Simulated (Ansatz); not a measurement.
This cell of GaN (wurtzite) is off equilibrium:

```
CELL_PARAMETERS angstrom
      3.21838     0.00000     0.00000
     -1.60919     2.78720     0.00000
      0.00000     0.00000     5.24320
ATOMIC_POSITIONS crystal
  Ga 0.66667 0.33333 0.00096
  Ga 0.40066 0.66667 0.62493
  N  0.66667 0.33333 0.62424
  N  0.33333 0.66667 0.12424
```

These are PBE (plane waves to 420 eV, PAW, scalar-relativistic; Ansatz, a quantum-chemistry and plane-wave program) values and carry that method's errors. k mesh 10×10×5 (Γ-centred), Fermi-Dirac smearing 0.05 eV. E stands for the smeared free energy. Compression counts positive. As the smearing reaches across the gap at some points, energies and forces of such displacements shift with the k mesh and the smearing. GaN was relaxed with its symmetry unable to fall.

Task: Predict the force on every atom, in eV/Å.

Result: 
```tsv
atom	Fx	Fy	Fz
Ga1	0.305	-0.069	4.193
Ga2	-5.633	2.149	-3.013
N3	5.206	-2.099	0.163
N4	0.121	0.019	-1.343
```

Task: Give the stress tensor in GPa and the pressure.

Result: 
```
   22.8    -16.2      1.5
  -16.2     17.4     -0.3
    1.5     -0.3      6.8
```
The pressure, a third of the trace, is 15.7 GPa.

Task: In it atom 2 sits (0.217, 0.000, 0.650) Å away from its relaxed site. What is its energy relative to the relaxed cell?

Result: 2291 meV/cell.

(A displaced cell: forces are minus the slopes of the energy, force constants its curvatures, and phonons follow from these.)
